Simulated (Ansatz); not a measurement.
A relaxation computed with Ansatz, from input to last step.

```yaml
crystal:
  lattice:
    - [3.3826514118, 0.0, 0.0]
    - [0.0, 3.3826514118, 0.0]
    - [0.0, 0.0, 13.4312419857]
  atoms:
    - { symbol: Bi, position: [0.0, 0.0, 0.3670906136] }
    - { symbol: Bi, position: [0.5, 0.5, 0.1329093864] }
    - { symbol: Bi, position: [0.5, 0.5, 0.8670906136] }
    - { symbol: Bi, position: [0.0, 0.0, 0.6329093864] }
    - { symbol: Pd, position: [0.0, 0.0, 0.0] }
    - { symbol: Pd, position: [0.5, 0.5, 0.5] }
basis:
  ecutwfc: 500
kpoints:
  mp_grid: { grid: [10, 10, 4] }
hamiltonian:
  xc: r2scan
scf:
  occupations: { method: gaussian, width: 0.1 }
output:
  forces: true
  stress: true
  eigenvalues: true
relax:
  adjacent_minimum: "off"
  f_tol: 0.008
  max_steps: 40
```

```bash
ansatz run input.yaml --threads 1 --pin off --max-ram 2560MiB --backend cpu --events-out ev --progress --plain --runs-dir out
```

These are results of Ansatz, DFT r2SCAN, scalar-relativistic, plane waves, PAW, not measurements.

Of 4 frames 3 are shown, positions in Å and forces in eV/Å; the SCF threshold varies from step to step.

```xyz
6
Lattice="3.3827 0.0000 0.0000 0.0000 3.3827 0.0000 0.0000 0.0000 13.4312" Properties=species:S:1:pos:R:3:forces:R:3 pbc="T T T" step=1 free_energy_over_end_meV_per_atom=0.74
Bi    0.0000    0.0000    4.9305    0.0000    0.0000    0.1067
Bi    1.6913    1.6913    1.7851    0.0000    0.0000   -0.1067
Bi    1.6913    1.6913   11.6461    0.0000    0.0000    0.1067
Bi    0.0000    0.0000    8.5008    0.0000    0.0000   -0.1067
Pd    0.0000    0.0000    0.0000    0.0000    0.0000    0.0000
Pd    1.6913    1.6913    6.7156    0.0000    0.0000    0.0000
6
Lattice="3.3827 0.0000 0.0000 0.0000 3.3827 0.0000 0.0000 0.0000 13.4312" Properties=species:S:1:pos:R:3:forces:R:3 pbc="T T T" step=2 free_energy_over_end_meV_per_atom=0.51
Bi    0.0000    0.0000    4.9678    0.0000    0.0000   -0.0930
Bi    1.6913    1.6913    1.7479    0.0000    0.0000    0.0930
Bi    1.6913    1.6913   11.6834    0.0000    0.0000   -0.0930
Bi    0.0000    0.0000    8.4635    0.0000    0.0000    0.0930
Pd    0.0000    0.0000    0.0000    0.0000    0.0000    0.0000
Pd    1.6913    1.6913    6.7156    0.0000    0.0000    0.0000
6
Lattice="3.3827 0.0000 0.0000 0.0000 3.3827 0.0000 0.0000 0.0000 13.4312" Properties=species:S:1:pos:R:3:forces:R:3 pbc="T T T" step=4 free_energy_over_end_meV_per_atom=0.00
Bi    0.0000    0.0000    4.9506    0.0000    0.0000    0.0027
Bi    1.6913    1.6913    1.7651    0.0000    0.0000   -0.0027
Bi    1.6913    1.6913   11.6662    0.0000    0.0000    0.0027
Bi    0.0000    0.0000    8.4807    0.0000    0.0000   -0.0027
Pd    0.0000    0.0000    0.0000    0.0000    0.0000    0.0000
Pd    1.6913    1.6913    6.7156    0.0000    0.0000    0.0000
```

Time: 5 min on 1 thread of Arm Neoverse V1 (shared host), peak memory 0.96 GiB.

Spin–orbit coupling is left out, which can shift energies with elements as heavy as these.